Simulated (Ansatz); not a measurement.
NaTb2Sc2FeO9 (space group P321, from a cell of Sr2NdCu2RuO9)

Computed with Ansatz (plane waves, PAW, 420 eV cutoff): PBE+U (U_eff = 4 eV on Fe 3d, 6 eV on Tb 4f), scalar-relativistic, collinear spin, 6×6×4 k-mesh, Gaussian smearing of 0.05 eV; PAW files: Ansatz's generated set soft_2.

```yaml
crystal:
  lattice:
    - [5.61150, 0.00000, 0.00000]
    - [-2.80575, 4.85970, 0.00000]
    - [0.00000, 0.00000, 7.07970]
  atoms:
    - { symbol: Sc, position: [0.66667, 0.33333, 0.31167] }
    - { symbol: Sc, position: [0.33333, 0.66667, 0.68833] }
    - { symbol: Na, position: [0.00000, 0.00000, 0.50000] }
    - { symbol: O, position: [0.55512, 0.55512, 0.50000] }
    - { symbol: O, position: [0.04909, 0.73602, 0.83055] }
    - { symbol: O, position: [0.73602, 0.04909, 0.16945] }
    - { symbol: O, position: [0.68692, 0.95091, 0.83055] }
    - { symbol: O, position: [0.31308, 0.26398, 0.16945] }
    - { symbol: O, position: [0.00000, 0.44488, 0.50000] }
    - { symbol: O, position: [0.44488, 0.00000, 0.50000] }
    - { symbol: O, position: [0.26398, 0.31308, 0.83055] }
    - { symbol: O, position: [0.95091, 0.68692, 0.16945] }
    - { symbol: Fe, position: [0.00000, 0.00000, 0.00000] }
    - { symbol: Tb, position: [0.66667, 0.33333, 0.74805] }
    - { symbol: Tb, position: [0.33333, 0.66667, 0.25195] }
```

This is a trial structure made by placing the elements on a prototype's sites, so it needn't be the stable form.

Magnetic state: ferromagnetic, site spin moments O -0.12, -0.15; Fe 3.83; Tb 5.90 μB.

Cell and atoms are those of this level's equilibrium.

Path: Γ–M–K–Γ–A–L–H–A | L–M | H–K, with Γ = (0.000, 0.000, 0.000), M = (0.500, 0.000, 0.000), K = (0.333, 0.333, 0.000), A = (0.000, 0.000, 0.500), L = (0.500, 0.000, 0.500), H = (0.333, 0.333, 0.500) in reciprocal vectors of the calculation's cell.

Levels between -5 and 3 eV from the Fermi level at the path's named points:
| point | spin | below E_F (eV) | above E_F (eV) |
| --- | --- | --- | --- |
| Γ | up | -4.16 -3.56 -3.18 -3.14 -3.14 -2.98 -2.98 -2.60 -2.60 -2.43 -2.24 -2.02 -2.02 -1.80 -1.80 -1.31 -1.18 -1.00 -1.00 -0.62 -0.62 -0.44 -0.44 -0.33 | 0.00 0.00 0.02 |
| Γ | down | -4.29 -3.75 -3.75 -3.61 -3.40 -3.25 -3.04 -3.04 -2.95 -2.95 -2.81 -2.81 -2.56 -2.44 -2.44 -2.14 -2.02 -1.83 -1.83 -1.44 -1.32 -1.28 -1.28 -0.86 -0.86 -0.65 -0.65 -0.60 -0.50 | 2.32 2.32 2.37 2.65 2.65 |
| M | up | -4.42 -3.83 -3.42 -3.29 -2.95 -2.88 -2.63 -2.55 -2.51 -2.38 -2.38 -2.22 -1.82 -1.76 -1.59 -1.41 -1.37 -1.26 -1.17 -0.96 -0.77 -0.74 -0.40 -0.35 -0.20 | 0.19 0.21 |
| M | down | -4.39 -4.11 -3.77 -3.59 -3.57 -3.32 -3.27 -3.09 -2.94 -2.78 -2.67 -2.48 -2.41 -2.22 -2.19 -2.04 -1.99 -1.91 -1.83 -1.83 -1.57 -1.48 -1.38 -1.25 -1.09 -0.99 -0.68 -0.49 -0.42 | 2.32 2.33 2.42 2.65 2.77 |
| K | up | -4.45 -3.53 -3.53 -3.39 -3.01 -2.91 -2.91 -2.69 -2.69 -2.46 -2.06 -2.06 -1.88 -1.50 -1.50 -1.49 -1.14 -1.14 -1.08 -0.91 -0.91 -0.91 -0.47 -0.47 -0.43 | 0.23 0.23 |
| K | down | -4.45 -3.81 -3.81 -3.58 -3.50 -3.50 -3.31 -3.21 -3.21 -2.82 -2.82 -2.52 -2.22 -2.22 -2.01 -2.01 -2.01 -1.87 -1.71 -1.71 -1.40 -1.40 -1.32 -1.28 -1.18 -1.18 -0.92 -0.49 -0.49 | 2.35 2.35 2.43 2.72 2.72 |
| A | up | -4.46 -3.34 -3.07 -3.07 -2.85 -2.85 -2.85 -2.62 -2.62 -2.49 -2.28 -2.28 -1.78 -1.54 -1.54 -1.48 -1.18 -1.18 -1.08 -0.98 -0.98 -0.85 -0.42 -0.42 -0.26 | 0.39 0.39 |
| A | down | -4.65 -3.55 -3.55 -3.33 -3.30 -3.08 -3.08 -3.08 -3.08 -2.88 -2.82 -2.82 -2.52 -2.52 -2.47 -2.13 -1.85 -1.85 -1.84 -1.69 -1.52 -1.52 -1.30 -1.22 -0.74 -0.74 -0.54 -0.41 -0.41 | 2.29 2.29 2.43 2.62 2.62 |
| L | up | -4.39 -3.77 -3.57 -3.19 -2.93 -2.77 -2.68 -2.52 -2.42 -2.36 -2.32 -2.08 -1.94 -1.76 -1.75 -1.64 -1.48 -1.35 -1.25 -0.91 -0.84 -0.52 -0.50 -0.28 -0.02 | 0.05 0.30 |
| L | down | -4.32 -3.94 -3.88 -3.73 -3.38 -3.28 -3.17 -3.02 -2.93 -2.82 -2.59 -2.50 -2.49 -2.32 -2.31 -2.16 -2.07 -2.06 -1.83 -1.83 -1.71 -1.61 -1.36 -1.22 -0.95 -0.72 -0.59 -0.56 -0.31 | 2.32 2.37 2.40 2.58 2.72 |
| H | up | -4.45 -3.66 -3.66 -3.37 -2.84 -2.84 -2.59 -2.48 -2.42 -2.42 -2.25 -2.12 -2.12 -1.62 -1.61 -1.49 -1.49 -1.26 -1.26 -1.00 -1.00 -0.74 -0.36 -0.36 | 0.03 0.12 0.12 |
| H | down | -4.37 -3.93 -3.93 -3.40 -3.29 -3.27 -3.27 -3.21 -3.21 -2.79 -2.79 -2.64 -2.42 -2.19 -2.19 -2.12 -2.12 -1.98 -1.74 -1.74 -1.63 -1.42 -1.42 -1.19 -1.19 -0.90 -0.58 -0.48 -0.48 | 2.35 2.35 2.38 2.67 2.67 |

Q: By these bands, is it a metal or an insulator, and if it has a gap, where are the band edges on this path?

A: A semimetal or zero-gap crystal: the filled and empty bands only touch or barely overlap.

With a Hubbard U or exact exchange the result depends on the state in which the open shell ends, and a lower one can't be excluded. Spin–orbit coupling, which matters for such heavy elements, is left out. Site moments are of spin, integrated over atomic spheres. A U of this size is made for insulators; in a metal, as here, it tends to take f weight out of the bonding and to swell the cell.

The state of the open shells isn't shown to be the lowest, and forces and pressures are less sure for it.
